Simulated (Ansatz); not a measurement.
Start of a relaxation of B3C2:

```cif
data_structure
_symmetry_space_group_name_H-M 'P6_3/m'
_symmetry_Int_Tables_number 176
_cell_length_a 5.9107
_cell_length_b 5.9107
_cell_length_c 3.6483
_cell_angle_alpha 90.000
_cell_angle_beta 90.000
_cell_angle_gamma 120.000
_cell_volume 110.38
loop_
_atom_site_label
_atom_site_type_symbol
_atom_site_symmetry_multiplicity
_atom_site_Wyckoff_symbol
_atom_site_fract_x
_atom_site_fract_y
_atom_site_fract_z
_atom_site_occupancy
B1 B 6 h 0.69495 0.61584 0.25000 1
C1 C 2 c 0.66667 0.33333 0.75000 1
C2 C 2 b 0.00000 0.00000 0.50000 1
```

Computed with DFT PBE, scalar-relativistic, plane waves, PAW (Ansatz 0.2.0). Cutoff 420 eV, Gaussian smearing, Γ-centred meshes. Cell and atoms relax first on a coarse mesh and then on a finer one. In between, the cell is made exact in the group found at 0.06 Å. In metals the finer mesh still leaves noise of several meV/atom or more. The steps can't lower the symmetry of their start. No spin polarisation in the relaxation; trial moments died out in a coarse test.

A guess keeps its type if space group and coordination stay and the shape of the cell changes little (axis ratios within about 15 %, angles within 6°); the volume may change.

Task: Will the relaxed cell still be of the starting type?

Result: It doesn't keep its type. The symmetry stays P6_3/m (No. 176). The volume per atom shrinks by 37.5 %, from 11.0 to 6.9 Å³. The shortest distance goes from 1.82 Å (C–C) to 1.53 Å (B–C). The ratio c/a of the conventional cell changes by a factor of 2.08. Counting neighbours within 15 % of an atom's shortest distance, the start has B 5, C 2/9 and the end B 1, C 3/6. In detail, at the end around B lie 1 C at 1.53 Å and 2 C at 1.80 Å; around C on a site of symmetry -6 lie 3 B at 1.53 Å; C on a site of symmetry -3 has 6 B at 1.80 Å.

```cif
data_structure
_symmetry_space_group_name_H-M 'P 1'
_symmetry_Int_Tables_number 1
_cell_length_a 3.9562
_cell_length_b 3.9562
_cell_length_c 5.0897
_cell_angle_alpha 90.000
_cell_angle_beta 90.000
_cell_angle_gamma 120.000
_cell_volume 68.99
loop_
_atom_site_label
_atom_site_type_symbol
_atom_site_fract_x
_atom_site_fract_y
_atom_site_fract_z
_atom_site_occupancy
B1 B 0.71239 0.65365 0.25000 1
B2 B 0.65365 0.94126 0.75000 1
B3 B 0.94126 0.28761 0.25000 1
B4 B 0.05874 0.71239 0.75000 1
B5 B 0.28761 0.34635 0.75000 1
B6 B 0.34635 0.05874 0.25000 1
C1 C 0.66667 0.33333 0.75000 1
C2 C 0.33333 0.66667 0.25000 1
C3 C 0.00000 0.00000 0.50000 1
C4 C 0.00000 0.00000 0.00000 1
```

Formation energies are uncorrected and refer to the elements' standard structures at the same level.

Task: At what energy does it end?

Result: +1.13 eV/atom. A positive value: parting into the elements would lower its energy.

The last run used a 12×12×8 mesh (in the run's order of axes) for its 10-atom cell and Gaussian smearing of 0.10 eV. The reference form of C is held partly by dispersion forces, which this level lacks. A structure relaxed within its symmetry needn't be a true minimum. Another cell of B3C2 relaxed alike, in P-6m2, lies 0.46 eV/atom lower, so this cell isn't the stable form at this level.

In counts of neighbours, a slash parts the counts of unlike sites.
